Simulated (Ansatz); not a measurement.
SnO2 (rutile)

```
SnO2
1.0
    4.76854     0.00000     0.00000
    0.00000     4.76854     0.00000
    0.00000     0.00000     3.21140
Sn O
2 4
Direct
  0.00000   0.00000   0.00000
  0.50000   0.50000   0.50000
  0.30630   0.30630   0.00000
  0.80630   0.19370   0.50000
  0.19370   0.80630   0.50000
  0.69370   0.69370   0.00000
```

The volume is varied about the relaxed value V₀ at fixed cell shape. The atoms relax within the cell's symmetry.

All values below come from PBEsol (plane waves to 420 eV, PAW, scalar-relativistic; Ansatz, a quantum-chemistry and plane-wave program). k mesh 7×7×10 (Γ-centred), Fermi-Dirac smearing 0.05 eV. Stress and pressure are positive under compression. SnO2 was relaxed with its symmetry unable to fall. The PAW data are Ansatz's earlier set.

At one point of the scan the stress tensor (GPa) is:

```
   -3.3      0.0      0.0
    0.0     -3.3      0.0
    0.0      0.0     -4.4
```

**Question.** Which point is it?
A) V/V₀ = 1.020
B) V/V₀ = 1.040
C) V/V₀ = 1.080
D) V/V₀ = 1.100

**Answer.** A, V/V₀ = 1.020

(Under strain, the slope of the energy per volume gives the stress and its curvature an elastic modulus.)
